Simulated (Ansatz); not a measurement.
Born–Oppenheimer molecular dynamics of a 14-atom Si$_{3}$N$_{4}$ cell at 10.97 Å³/atom, computed with Ansatz: Langevin thermostat at 1520 K, 191 steps of 2.0 fs, friction 0.015 1/fs. The run is short and the cell small, so it isn't an equilibrium average.

```yaml
crystal:
  lattice:
    - [5.337807, -0.046107, -0.062037]
    - [-0.046107, 5.319051, 0.101516]
    - [-0.062037, 0.101516, 5.413209]
  atoms:
    - { symbol: Si, position: [0.8155152683, 0.7636284386, 0.8614382592] }
    - { symbol: Si, position: [0.1475140803, 0.2720964758, 0.1581193728] }
    - { symbol: Si, position: [0.6647497746, 0.5093821508, 0.3829503733] }
    - { symbol: Si, position: [0.1843811082, 0.7630613004, 0.3960975755] }
    - { symbol: Si, position: [0.6059315501, 0.2806327362, 0.8955679875] }
    - { symbol: Si, position: [0.3269591532, 0.7822549911, 0.9367260935] }
    - { symbol: "N", position: [0.1280651646, 0.8169701352, 0.6929385942] }
    - { symbol: "N", position: [0.693657286, 0.5242499373, 0.6659417131] }
    - { symbol: "N", position: [0.1741589696, 0.4113984416, 0.4246815679] }
    - { symbol: "N", position: [0.8319980527, 0.3897401451, 0.1405898458] }
    - { symbol: "N", position: [0.3370116454, 0.4327573309, 0.9327373509] }
    - { symbol: "N", position: [0.4807051407, 0.785600599, 0.3292004419] }
    - { symbol: "N", position: [0.6134241983, 0.9820527836, 0.763225834] }
    - { symbol: "N", position: [0.1462535755, 0.9490351513, 0.1151613091] }
  symmetry: { detect: false }
basis:
  ecutwfc: 420
  xc_grid: 1
kpoints:
  mp_grid: { grid: [1, 1, 1], shift: [0.0, 0.0, 0.0] }
hamiltonian:
  xc: pbe
scf:
  occupations: { method: fermi_dirac, width: 0.131 }
  lower_state_search: "off"
  convergence: { dr2_threshold: 1.0e-05 }
output:
  forces: true
  stress: true
md:
  timestep: 2.0
  n_steps: 191
  ensemble: nvt_langevin
  friction: 0.015
  temperature: 1520.0
  initial_velocities: maxwell_boltzmann
  seed: 17525
```

```bash
ansatz run input.yaml --threads 2 --pin off --max-ram 5120MiB --backend cpu --events-out ev --progress --plain --runs-dir out
```

Method: DFT PBE, scalar-relativistic, plane waves, PAW (Ansatz).

6 frames, positions in Å (not wrapped into the cell) and forces in eV/Å:

```xyz
14
Lattice="5.338 -0.046 -0.062 -0.046 5.319 0.102 -0.062 0.102 5.413" Properties=species:S:1:pos:R:3:forces:R:3 pbc="T T T" time_fs=0.0 temperature_K=1411 free_energy_over_first_frame_eV=0.000
Si    4.264    4.112    4.690    4.120   -0.880   -3.300
Si    0.765    1.457    0.874   -0.910    1.090   -0.580
Si    3.501    2.718    2.083   -3.420    1.760   -3.110
Si    0.924    4.090    2.210    0.350   -3.050    3.100
Si    3.166    1.556    4.839    1.470    0.520   -2.090
Si    1.651    4.241    5.130    2.750   -0.970   -2.130
N     0.603    4.410    3.826   -3.060   -0.220   -0.330
N     3.637    2.824    3.615    2.850   -1.320    5.840
N     0.884    2.223    2.330    0.970    1.070    0.830
N     4.414    2.049    0.749   -2.490   -1.490   -2.790
N     1.721    2.381    5.072   -1.380   -0.520    1.760
N     2.509    4.190    1.832    5.540   -1.640   -3.110
N     3.182    5.273    4.193   -2.410    3.220    3.900
N     0.730    5.053    0.711   -4.360    2.410    2.010
14
Lattice="5.338 -0.046 -0.062 -0.046 5.319 0.102 -0.062 0.102 5.413" Properties=species:S:1:pos:R:3:forces:R:3 pbc="T T T" time_fs=76.0 temperature_K=1911 free_energy_over_first_frame_eV=-0.723
Si    4.487    4.034    4.256    0.720    2.100   -1.180
Si    0.394    1.152    1.186    5.650   -0.630    0.850
Si    3.117    2.283    2.393   -0.380    0.430   -1.000
Si    1.356    3.955    2.445   -3.380   -0.010    4.530
Si    3.119    1.729    5.064   -2.720   -4.580    0.960
Si    1.926    4.211    5.351   -1.960    0.800   -1.420
N     0.680    4.748    3.932   -1.210   -3.410   -2.260
N     4.015    2.364    3.873    1.900    3.020   -2.450
N     1.341    1.647    2.624    1.280    2.190   -2.730
N     4.157    1.411    1.051   -3.390    1.870    1.710
N     1.383    2.489    5.113    3.920   -1.140    2.510
N     2.917    4.089    2.102    4.460   -3.850   -0.700
N     3.228    5.223    4.575   -1.460   -0.890    3.210
N     0.837    4.661    1.075   -3.420    4.110   -2.020
14
Lattice="5.338 -0.046 -0.062 -0.046 5.319 0.102 -0.062 0.102 5.413" Properties=species:S:1:pos:R:3:forces:R:3 pbc="T T T" time_fs=152.0 temperature_K=1932 free_energy_over_first_frame_eV=-4.707
Si    4.108    3.917    4.167   -0.580    1.720   -2.800
Si    0.794    1.028    1.472    1.840    3.450    0.980
Si    3.340    2.016    2.736    3.610    2.420   -3.090
Si    1.455    3.631    2.663   -3.640   -0.530    0.700
Si    3.296    1.408    5.516    0.420   -0.040   -0.250
Si    1.619    4.099    5.411   -1.990   -1.240   -0.060
N     0.428    4.073    4.017    2.000    0.950    0.450
N     3.987    2.257    4.221    0.880   -1.500    1.080
N     1.751    1.809    2.727   -5.330   -2.250    1.070
N     4.619    1.611    1.435   -5.000   -0.960    0.220
N     1.846    2.408    5.751    0.060   -1.860   -0.930
N     2.992    3.903    2.357    7.510   -0.890    3.610
N     2.994    5.013    4.960    1.600    1.970    1.040
N     0.981    4.747    1.389   -1.380   -1.240   -2.020
14
Lattice="5.338 -0.046 -0.062 -0.046 5.319 0.102 -0.062 0.102 5.413" Properties=species:S:1:pos:R:3:forces:R:3 pbc="T T T" time_fs=230.0 temperature_K=1126 free_energy_over_first_frame_eV=-5.302
Si    4.376    3.958    4.174   -2.660   -1.120   -2.410
Si    0.884    1.173    1.561    1.130   -0.030   -2.230
Si    3.392    2.041    2.689   -0.360    3.100   -1.280
Si    1.625    3.974    3.016    1.140   -1.350   -3.820
Si    3.627    1.206    5.462   -4.100    0.150   -0.400
Si    1.773    3.986    5.578   -1.020   -0.680    2.670
N     0.645    4.455    4.328    0.130   -1.000   -1.070
N     4.196    2.143    4.192    0.800    1.430   -0.460
N     1.528    2.191    2.699    2.180   -0.400    3.290
N     4.548    1.303    1.474   -1.460    0.070    0.980
N     1.802    2.187    5.638    1.950   -0.320    0.030
N     3.376    4.020    2.477    1.490   -2.940    4.680
N     3.128    4.903    5.065    2.400    1.230    0.340
N     1.241    4.771    1.541   -1.610    1.860   -0.320
14
Lattice="5.338 -0.046 -0.062 -0.046 5.319 0.102 -0.062 0.102 5.413" Properties=species:S:1:pos:R:3:forces:R:3 pbc="T T T" time_fs=306.0 temperature_K=2080 free_energy_over_first_frame_eV=-6.040
Si    4.447    3.955    4.191    1.660    1.050    1.680
Si    0.969    1.291    1.502    1.200    0.040    1.530
Si    3.637    2.285    2.645   -3.810   -1.910   -1.410
Si    1.781    3.932    2.882   -2.610   -3.430   -0.040
Si    3.532    1.421    5.486    1.950    0.670   -1.050
Si    1.948    4.285    5.524   -1.430   -2.340    2.270
N     0.893    4.409    4.186   -3.120    0.250    2.110
N     4.339    2.181    4.093    1.730   -0.300    5.400
N     1.701    2.063    2.851    1.610    0.560    0.500
N     4.618    1.508    1.513    0.680   -0.890   -2.320
N     2.204    2.491    5.819   -0.760   -0.580   -0.440
N     3.380    3.936    2.883    3.680    2.830   -1.060
N     3.481    4.998    5.442    1.350    0.130   -2.340
N     1.349    4.811    1.599   -2.130    3.930   -4.840
14
Lattice="5.338 -0.046 -0.062 -0.046 5.319 0.102 -0.062 0.102 5.413" Properties=species:S:1:pos:R:3:forces:R:3 pbc="T T T" time_fs=382.0 temperature_K=1371 free_energy_over_first_frame_eV=-5.776
Si    4.445    4.112    4.263    1.150    0.270   -1.250
Si    1.043    1.194    1.732   -0.610    3.290   -0.020
Si    3.643    2.289    2.802   -0.460   -0.010   -0.530
Si    1.841    4.003    2.554    0.840   -1.590    5.160
Si    3.610    1.407    5.683    1.070    2.370   -1.040
Si    1.858    4.111    5.540    0.120    0.750   -3.350
N     0.868    4.512    4.031   -0.060   -2.170    1.510
N     4.295    2.344    4.316    0.850    0.220    3.790
N     1.984    1.836    2.956    0.260    0.590    2.510
N     4.745    1.563    1.686   -0.710   -1.050   -1.830
N     2.132    2.446    6.107    0.140    1.840   -3.120
N     3.670    4.094    2.646   -2.540   -0.930    0.900
N     3.382    5.089    5.408    0.220   -1.640   -1.980
N     1.181    4.955    1.357   -0.280   -1.930   -0.750
```

Over the second half the temperature averages 1634 K and the pressure (kinetic part included, positive in compression) 3.1 GPa. Mean square displacements at the end: N 0.28 Å², Si 0.33 Å² (from the start of this run, the atoms' common shift taken off).

One k point is coarse for so small a cell, so forces and above all the pressure are rough.

It took 4.5 min on 2 threads of Intel(R) Xeon(R) Processor @ 2.50GHz (Skylake/Cascade Lake) (shared host), peak memory 0.33 GiB.